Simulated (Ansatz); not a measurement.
The calculation used DFT PBE, scalar-relativistic, plane waves, PAW (Ansatz). All cells share a 420 eV cutoff and Γ-centred k meshes spaced at most about 0.3 Å⁻¹ (about 0.25 or finer for metals, 2π included). Collinear spin in cells that started with moments and kept them past the coarse steps, no spin elsewhere.

Temperature and zero-point effects are left out.

Two forms of ScAl₄As were relaxed alike.

A. (site moments Sc 0.4 μB)

```cif
data_structure
_symmetry_space_group_name_H-M 'P4/mmm'
_symmetry_Int_Tables_number 123
_cell_length_a 6.2018
_cell_length_b 6.2018
_cell_length_c 3.7534
_cell_angle_alpha 90.000
_cell_angle_beta 90.000
_cell_angle_gamma 90.000
_cell_volume 144.37
loop_
_atom_site_label
_atom_site_type_symbol
_atom_site_symmetry_multiplicity
_atom_site_Wyckoff_symbol
_atom_site_fract_x
_atom_site_fract_y
_atom_site_fract_z
_atom_site_occupancy
Sc1 Sc 1 b 0.00000 0.00000 0.50000 1
Al1 Al 4 o 0.80418 0.50000 0.50000 1
As1 As 1 c 0.50000 0.50000 0.00000 1
```

B. (no spin)

```cif
data_structure
_symmetry_space_group_name_H-M 'F-43m'
_symmetry_Int_Tables_number 216
_cell_length_a 9.0600
_cell_length_b 9.0600
_cell_length_c 9.0600
_cell_angle_alpha 90.000
_cell_angle_beta 90.000
_cell_angle_gamma 90.000
_cell_volume 743.67
loop_
_atom_site_label
_atom_site_type_symbol
_atom_site_symmetry_multiplicity
_atom_site_Wyckoff_symbol
_atom_site_fract_x
_atom_site_fract_y
_atom_site_fract_z
_atom_site_occupancy
Sc1 Sc 4 b 0.50000 0.00000 0.00000 1
Al1 Al 16 e 0.09951 0.09951 0.90049 1
As1 As 4 d 0.25000 0.25000 0.75000 1
```

Question: Which is lower in energy, and by how much?

Answer: A is lower, by 293 meV/atom. A has space group P4/mmm (No. 123), 24.1 Å³/atom and no gap on its mesh; B has space group F-43m (No. 216), 31.0 Å³/atom and no gap. Counting Al or Sc atoms around As (for each partner element, those within 1.25 times its shortest distance or 1.15 times the sum of covalent radii, where it is the nearest in units of that sum or under 1.3), A has As 8 and B has As 4. Their magnetic states differ too, which can make part of the margin. The denser one is the lower, and pressure would at first widen the difference. Even the lower one lies +0.33 eV/atom against the reference forms of the elements (uncorrected), so neither is stable at this level. In A, around Sc lie 8 Al at 3.33 Å and 2 Sc at 3.75 Å; around Al lie 1 Al at 2.43 Å, 2 As at 2.66 Å, 2 Al at 2.67 Å and 2 Sc at 3.33 Å; around As lie 8 Al at 2.66 Å. In B, Sc has 12 Al at 3.85 Å and 4 As at 3.92 Å; around Al lie 1 As at 2.36 Å, 3 Al at 2.55 Å, 3 Sc at 3.85 Å and 3 Al at 3.86 Å; As is surrounded by 4 Al at 2.36 Å and 4 Sc at 3.92 Å. Both come from invented guesses. A third cell relaxed alike, in P6/mmm, lies 0.46 eV/atom below the lower of the two.

The magnetic state reached may not be the lowest. Cells relaxed within their symmetry can be saddle points. Some structure types and database cells were kept out of the candidates from the start, so a known form may be missing.
